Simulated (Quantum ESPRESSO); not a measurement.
## Ti7Mg (finding a planted mistake in a log)

A calculation, not a measurement. The program is pw.x of Quantum ESPRESSO 7.5 (plane-wave density functional theory). The cell is made up: eight metal atoms on a hexagonal close-packed lattice, with elements, volume, strain and displacements drawn at random and not relaxed, so it may be unstable or far from any real phase. PseudoDojo standard norm-conserving files set the functional (PBE unless stated); there is no spin polarisation or spin-orbit coupling, the Fermi-Dirac width of 0.25 eV means electrons at about 2900 K, and the masses in the input are unused placeholders. A spin test at this wide smearing found no moment, but such smearing suppresses magnetism that the real alloy may have.

Intended input:

```
&control calculation='scf', pseudo_dir='./dojo.nc.sr.pbe.v0_5.standard.upf', outdir='./o', disk_io='minimal', tprnfor=.true., tstress=.true. /
&system ibrav=0, nat=8, ntyp=2, nbnd=64, ecutwfc=84.00895049, nosym=.true., tot_charge=0,
 occupations='smearing', smearing='fd', degauss=0.0183746611
/
&electrons conv_thr=1.470e-08, electron_maxstep=70, mixing_beta=0.5 /
ATOMIC_SPECIES
Mg 1.0 Mg.upf
Ti 1.0 Ti.upf
CELL_PARAMETERS angstrom
-0.0037 5.066 0.0326
2.8516 0.0285 4.5968
2.8606 -0.0328 -4.6023
ATOMIC_POSITIONS angstrom
Ti -0.1606 -0.0272 -0.0786
Mg 2.8593 0.112 -0.0171
Ti 2.7404 1.612 -2.3593
Ti 2.8638 1.6032 2.3047
Ti 1.4922 2.6798 -0.0099
Ti 4.3432 2.6176 -0.0731
Ti 1.5777 4.3183 -2.266
Ti 1.4901 4.1886 2.4351
K_POINTS automatic
5 5 5 1 1 1
```

The log is shortened where brackets say so; the opening notice, blank lines, dates and the lines on written files are dropped, and the path of the files is cut. It prints rydbergs, bohrs and kilobars, and counts compression as positive stress. Its total energy is the free energy E - TS of the whole cell.

Log of the intended run:

```
     Program PWSCF v.7.5
     Parallel version (MPI & OpenMP), running on       4 processor cores
     Number of MPI processes:                 4
     Threads/MPI process:                     1
     [start-up lines left out]
     bravais-lattice index     =            0
     lattice parameter (alat)  =       9.5736  a.u.
     unit-cell volume          =     898.1756 (a.u.)^3
     number of atoms/cell      =            8
     number of atomic types    =            2
     number of electrons       =        94.00
     number of Kohn-Sham states=           64
     kinetic-energy cutoff     =      84.0090  Ry
     charge density cutoff     =     336.0358  Ry
     scf convergence threshold =      1.5E-08
     mixing beta               =       0.5000
     number of iterations used =            8  plain     mixing
     Exchange-correlation= PBE
                           (   1   4   3   4   0   0   0)
     [axes and pseudopotential details left out]
   Cartesian axes
     site n.     atom                  positions (alat units)
         1        Ti     tau(   1) = (  -0.0317009  -0.0053690  -0.0155149  )
         2        Mg     tau(   2) = (   0.5643980   0.0221077  -0.0033754  )
         3        Ti     tau(   3) = (   0.5409283   0.3181931  -0.4657028  )
         4        Ti     tau(   4) = (   0.5652862   0.3164561   0.4549253  )
         5        Ti     tau(   5) = (   0.2945457   0.5289664  -0.0019542  )
         6        Ti     tau(   6) = (   0.8573054   0.5166887  -0.0144292  )
         7        Ti     tau(   7) = (   0.3114226   0.8523903  -0.4472863  )
         8        Ti     tau(   8) = (   0.2941312   0.8267888   0.4806650  )
     number of k points=    63  Fermi-Dirac smearing, width (Ry)=  0.0184
                       cart. coord. in units 2pi/alat
        k(    1) = (   0.1774534   0.1001349  -0.0004937), wk =   0.0320000
        k(    2) = (   0.3547266   0.1009721  -0.1104693), wk =   0.0320000
     [further k points left out]
     Dense  grid:    93399 G-vectors     FFT dimensions: (  60,  60,  60)
     Estimated max dynamical RAM per process >     323.73 MB
     Estimated total dynamical RAM >       1.20 GB
     Initial potential from superposition of free atoms
     starting charge      93.9881, renormalised to      94.0000
     Starting wfcs are   75 randomized atomic wfcs
     total cpu time spent up to now is        5.5 secs
     per-process dynamical memory:   269.6 Mb
     Self-consistent Calculation
     iteration #  1     ecut=    84.01 Ry     beta= 0.50
     Davidson diagonalization with overlap
     ethr =  1.00E-02,  avg # of iterations =  2.9
     Threshold (ethr) on eigenvalues was too large:
     Diagonalizing with lowered threshold
     Davidson diagonalization with overlap
     ethr =  3.57E-04,  avg # of iterations =  4.9
     total cpu time spent up to now is       31.6 secs
     total energy              =    -949.57425804 Ry
     estimated scf accuracy    <       0.41356028 Ry
     iteration #  2     ecut=    84.01 Ry     beta= 0.50
     Davidson diagonalization with overlap
     ethr =  4.40E-04,  avg # of iterations =  6.7
     total cpu time spent up to now is       48.5 secs
     total energy              =    -949.06592337 Ry
     estimated scf accuracy    <       9.01051515 Ry
     [iterations 3 to 17 left out]
     iteration # 18     ecut=    84.01 Ry     beta= 0.50
     Davidson diagonalization with overlap
     ethr =  1.17E-10,  avg # of iterations =  2.4
     total cpu time spent up to now is      240.7 secs
     total energy              =    -949.72959895 Ry
     estimated scf accuracy    <       0.00000001 Ry
     iteration # 19     ecut=    84.01 Ry     beta= 0.50
     Davidson diagonalization with overlap
     ethr =  1.57E-11,  avg # of iterations =  6.0
     total cpu time spent up to now is      255.1 secs
     End of self-consistent calculation
     [lines on levels left out]
!    total energy              =    -949.72959895 Ry
     estimated scf accuracy    <       0.00000001 Ry
     smearing contrib. (-TS)   =      -0.16661665 Ry
     internal energy E=F+TS    =    -949.56298230 Ry
     The total energy is F=E-TS. E is the sum of the following terms:
     one-electron contribution =    -360.24793958 Ry
     hartree contribution      =     208.66130032 Ry
     xc contribution           =    -138.48534770 Ry
     ewald contribution        =    -659.49099534 Ry
     convergence has been achieved in  19 iterations
     Forces acting on atoms (cartesian axes, Ry/au):
     atom    1 type  2   force =     0.07106595    0.03319957    0.02344023
     atom    2 type  1   force =    -0.02044707   -0.00332142    0.01426103
     atom    3 type  2   force =     0.04712904    0.03105679   -0.00378730
     atom    4 type  2   force =     0.00087802    0.03557046    0.00202855
     atom    5 type  2   force =    -0.02727266   -0.02066792   -0.00395149
     atom    6 type  2   force =    -0.02149079   -0.02075292    0.01936949
     atom    7 type  2   force =    -0.03786622   -0.05267943   -0.00205434
     atom    8 type  2   force =    -0.01199628   -0.00240512   -0.04930618
     Total force =     0.145096     Total SCF correction =     0.000231
     Computing stress (Cartesian axis) and pressure
          total   stress  (Ry/bohr**3)                   (kbar)     P=      100.13
   0.00065064   0.00008677   0.00004553           95.71       12.76        6.70
   0.00008677   0.00065808  -0.00001292           12.76       96.81       -1.90
   0.00004553  -0.00001292   0.00073320            6.70       -1.90      107.86
     init_run     :      5.13s CPU      5.38s WALL (       1 calls)
     electrons    :    247.78s CPU    249.61s WALL (       1 calls)
     forces       :      1.69s CPU      1.73s WALL (       1 calls)
     stress       :      5.51s CPU      5.52s WALL (       1 calls)
     [timing details left out]
     PWSCF        :   4m20.27s CPU   4m22.47s WALL
     JOB DONE.
```

A second run was made from an input with one planted mistake. Its log:

```
     Program PWSCF v.7.5
     Parallel version (MPI & OpenMP), running on       4 processor cores
     Number of MPI processes:                 4
     Threads/MPI process:                     1
     [start-up lines left out]
     bravais-lattice index     =            0
     lattice parameter (alat)  =       9.5736  a.u.
     unit-cell volume          =     898.1756 (a.u.)^3
     number of atoms/cell      =            8
     number of atomic types    =            2
     number of electrons       =        94.00
     number of Kohn-Sham states=           64
     kinetic-energy cutoff     =      84.0090  Ry
     charge density cutoff     =     336.0358  Ry
     scf convergence threshold =      1.5E-08
     mixing beta               =       0.5000
     number of iterations used =            8  plain     mixing
     Exchange-correlation= SLA  PW   NOGX NOGC
                           (   1   4   0   0   0   0   0)
     [axes and pseudopotential details left out]
   Cartesian axes
     site n.     atom                  positions (alat units)
         1        Ti     tau(   1) = (  -0.0317009  -0.0053690  -0.0155149  )
         2        Mg     tau(   2) = (   0.5643980   0.0221077  -0.0033754  )
         3        Ti     tau(   3) = (   0.5409283   0.3181931  -0.4657028  )
         4        Ti     tau(   4) = (   0.5652862   0.3164561   0.4549253  )
         5        Ti     tau(   5) = (   0.2945457   0.5289664  -0.0019542  )
         6        Ti     tau(   6) = (   0.8573054   0.5166887  -0.0144292  )
         7        Ti     tau(   7) = (   0.3114226   0.8523903  -0.4472863  )
         8        Ti     tau(   8) = (   0.2941312   0.8267888   0.4806650  )
     number of k points=    63  Fermi-Dirac smearing, width (Ry)=  0.0184
                       cart. coord. in units 2pi/alat
        k(    1) = (   0.1774534   0.1001349  -0.0004937), wk =   0.0320000
        k(    2) = (   0.3547266   0.1009721  -0.1104693), wk =   0.0320000
     [further k points left out]
     Dense  grid:    93399 G-vectors     FFT dimensions: (  60,  60,  60)
     Estimated max dynamical RAM per process >     323.73 MB
     Estimated total dynamical RAM >       1.20 GB
     Initial potential from superposition of free atoms
     starting charge      93.9898, renormalised to      94.0000
     Starting wfcs are   75 randomized atomic wfcs
     total cpu time spent up to now is        5.6 secs
     per-process dynamical memory:   269.6 Mb
     Self-consistent Calculation
     iteration #  1     ecut=    84.01 Ry     beta= 0.50
     Davidson diagonalization with overlap
     ethr =  1.00E-02,  avg # of iterations =  2.8
     Threshold (ethr) on eigenvalues was too large:
     Diagonalizing with lowered threshold
     Davidson diagonalization with overlap
     ethr =  3.61E-04,  avg # of iterations =  5.0
     total cpu time spent up to now is       32.1 secs
     total energy              =    -949.21994610 Ry
     estimated scf accuracy    <       0.40343444 Ry
     iteration #  2     ecut=    84.01 Ry     beta= 0.50
     Davidson diagonalization with overlap
     ethr =  4.29E-04,  avg # of iterations =  7.0
     total cpu time spent up to now is       49.6 secs
     total energy              =    -948.71027130 Ry
     estimated scf accuracy    <       9.36313007 Ry
     [iterations 3 to 18 left out]
     iteration # 19     ecut=    84.01 Ry     beta= 0.50
     Davidson diagonalization with overlap
     ethr =  3.79E-11,  avg # of iterations =  5.9
     total cpu time spent up to now is      259.3 secs
     total energy              =    -949.37792632 Ry
     estimated scf accuracy    <       0.00000003 Ry
     iteration # 20     ecut=    84.01 Ry     beta= 0.50
     Davidson diagonalization with overlap
     ethr =  3.10E-11,  avg # of iterations =  2.0
     total cpu time spent up to now is      268.7 secs
     End of self-consistent calculation
     [lines on levels left out]
!    total energy              =    -949.37792632 Ry
     estimated scf accuracy    <       0.00000001 Ry
     smearing contrib. (-TS)   =      -0.16938666 Ry
     internal energy E=F+TS    =    -949.20853966 Ry
     The total energy is F=E-TS. E is the sum of the following terms:
     one-electron contribution =    -361.55834047 Ry
     hartree contribution      =     208.41814156 Ry
     xc contribution           =    -136.57734540 Ry
     ewald contribution        =    -659.49099534 Ry
     convergence has been achieved in  20 iterations
     Forces acting on atoms (cartesian axes, Ry/au):
     atom    1 type  2   force =     0.06380010    0.02795230    0.01970606
     atom    2 type  1   force =    -0.01856475   -0.00342955    0.01256970
     atom    3 type  2   force =     0.04022986    0.02795538   -0.00502844
     atom    4 type  2   force =     0.00226179    0.03188149    0.00522358
     atom    5 type  2   force =    -0.02761173   -0.01789496   -0.00512406
     atom    6 type  2   force =    -0.01679963   -0.01675778    0.01595794
     atom    7 type  2   force =    -0.03298488   -0.04643013   -0.00240846
     atom    8 type  2   force =    -0.01033077   -0.00327675   -0.04089632
     Total force =     0.127258     Total SCF correction =     0.000243
     Computing stress (Cartesian axis) and pressure
          total   stress  (Ry/bohr**3)                   (kbar)     P=       13.94
   0.00007446   0.00007970   0.00004525           10.95       11.72        6.66
   0.00007970   0.00007031  -0.00000196           11.72       10.34       -0.29
   0.00004525  -0.00000196   0.00013942            6.66       -0.29       20.51
     init_run     :      5.10s CPU      5.34s WALL (       1 calls)
     electrons    :    260.91s CPU    263.18s WALL (       1 calls)
     forces       :      1.62s CPU      1.63s WALL (       1 calls)
     stress       :      5.57s CPU      5.57s WALL (       1 calls)
     [timing details left out]
     PWSCF        :   4m33.43s CPU   4m36.01s WALL
     JOB DONE.
```

Question: the log repeats what the program read. Compare it with the intended run: what was wrong in the second input?

Answer: the files are those of another functional. The input lines that differ:

```
- &control calculation='scf', pseudo_dir='./dojo.nc.sr.pbe.v0_5.standard.upf', outdir='./o', disk_io='minimal', tprnfor=.true., tstress=.true. /
+ &control calculation='scf', pseudo_dir='./dojo.nc.sr.lda.v0_4_1.standard.upf', outdir='./o', disk_io='minimal', tprnfor=.true., tstress=.true. /
```

```
                                            intended run  run with the mistake
                          free energy (eV)    -12921.729            -12916.945
         entropy term -TS, part of it (eV)        -2.267                -2.305
                            pressure (GPa)         10.01                  1.39
size of the largest force component (eV/Å)         1.827                 1.640
largest change of a force component (eV/Å)                               0.216
                                iterations            19                    20
```

For scale, a rerun of the intended cell at a higher cutoff and on a denser mesh moved values by no more than 0.002 eV in energy, 0.02 GPa in stress and 0.003 eV/Å in force, and a second program with other atomic files agreed on that cell to 2 % rms in force and 0.5 GPa in pressure. Files of another functional or element have another zero of energy, so the energy change says nothing on stability.